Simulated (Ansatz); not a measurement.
CdS$_{2}$:
```yaml
crystal:
  lattice:
    - [6.34665, 0.00000, 0.00000]
    - [0.00000, 6.34665, 0.00000]
    - [0.00000, 0.00000, 6.34665]
  atoms:
    - { symbol: Cd, position: [0.50000, 0.50000, 0.00000] }
    - { symbol: Cd, position: [0.00000, 0.50000, 0.50000] }
    - { symbol: Cd, position: [0.00000, 0.00000, 0.00000] }
    - { symbol: Cd, position: [0.50000, 0.00000, 0.50000] }
    - { symbol: S, position: [0.09466, 0.90534, 0.40534] }
    - { symbol: S, position: [0.90534, 0.09466, 0.59466] }
    - { symbol: S, position: [0.40534, 0.09466, 0.90534] }
    - { symbol: S, position: [0.59466, 0.90534, 0.09466] }
    - { symbol: S, position: [0.59466, 0.59466, 0.59466] }
    - { symbol: S, position: [0.40534, 0.40534, 0.40534] }
    - { symbol: S, position: [0.90534, 0.40534, 0.09466] }
    - { symbol: S, position: [0.09466, 0.59466, 0.90534] }
```

Relaxed with r²SCAN.

Task: Give the Bader charges and basin volumes of the independent atoms, plane-wave PAW r²SCAN (Ansatz code).

Result: 

```json
[
 {"atom": "Cd1", "Bader charge (e)": "+1.01", "Bader volume (Å³)": "16.9"},
 {"atom": "S5", "Bader charge (e)": "-0.50", "Bader volume (Å³)": "23.5"}
]
```

Space group Pa-3. The workflow started from a Materials Project entry (that database holds measured and hypothetical structures alike); the Crystallography Open Database copy checked does not list it. Its standing as an ambient phase is unchecked. Symmetry was held in the r²SCAN relaxation; whether a distortion lowers the energy is not shown.

Potentials: the later of the program's two PAW sets.
